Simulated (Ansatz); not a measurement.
A generator proposed this cell of Al₂GaSb₃.

```cif
data_structure
_symmetry_space_group_name_H-M 'R3m:H'
_symmetry_Int_Tables_number 160
_cell_length_a 6.4439
_cell_length_b 6.4439
_cell_length_c 14.2935
_cell_angle_alpha 90.000
_cell_angle_beta 90.000
_cell_angle_gamma 120.000
_cell_volume 514.00
loop_
_atom_site_label
_atom_site_type_symbol
_atom_site_symmetry_multiplicity
_atom_site_Wyckoff_symbol
_atom_site_fract_x
_atom_site_fract_y
_atom_site_fract_z
_atom_site_occupancy
Al1 Al 3 a 0.33333 0.66667 0.20537 1
Al2 Al 3 a 0.33333 0.66667 0.36504 1
Ga1 Ga 3 a 0.33333 0.66667 0.89230 1
Sb1 Sb 9 b 0.19779 0.80221 0.28737 1
```

Computed with DFT PBE, scalar-relativistic, plane waves, PAW (Ansatz 0.2.0). Settings: cutoff 420 eV, Γ-centred mesh 3×3×3 on the computed 6-atom cell, Gaussian smearing of 0.10 eV; no spin polarisation.

Energies over the elements count from the elements' standard structures at the same level, with no fitted energy shifts.

Problem. Estimate its pressure, forces and energy as it stands.

Solution. The pressure is 82.7 GPa (the mean over three directions, positive in compression), the largest force is 35.52 eV/Å, and the energy is +6.11 eV/atom against the elements. The shortest distance is 1.88 Å, so close that the PAW spheres overlap strongly and these values are rough.

Problem. How much does it gain on relaxing, and where does it end?

Solution. Relaxing gains about 5.8 eV/atom (the start's value is from the coarse mesh, so the gain is rough) in 36 ionic steps and ends at +0.27 eV/atom on the finer mesh. The symmetry stays R3m (No. 160). The volume per atom shrinks by 7.8 %, from 28.6 to 26.3 Å³. The shortest distance goes from 1.88 Å (Al–Sb) to 2.76 Å (Al–Ga). The ratio c/a of the conventional cell changes by a factor of 0.83. Conventional cell: a = 6.666 Å, c = 12.315 Å. Al on its first site has 6 Sb at 2.80–2.83 Å; around Ga lie 1 Al at 2.76 Å, 6 Sb at 3.44 Å and 3 Sb at 3.76 Å; around Sb lie 3 Al at 2.80–2.94 Å; 1 more site not described.

The last run used a 6×6×6 mesh for its 6-atom cell and Gaussian smearing of 0.10 eV. Spin–orbit coupling, which can matter for Sb, is left out. The relaxation can't lower the symmetry of the start. A structure relaxed within its symmetry needn't be a true minimum. Another cell of Al2GaSb3 relaxed alike, in P3m1, lies 178 meV/atom lower, so this cell isn't the stable form at this level.
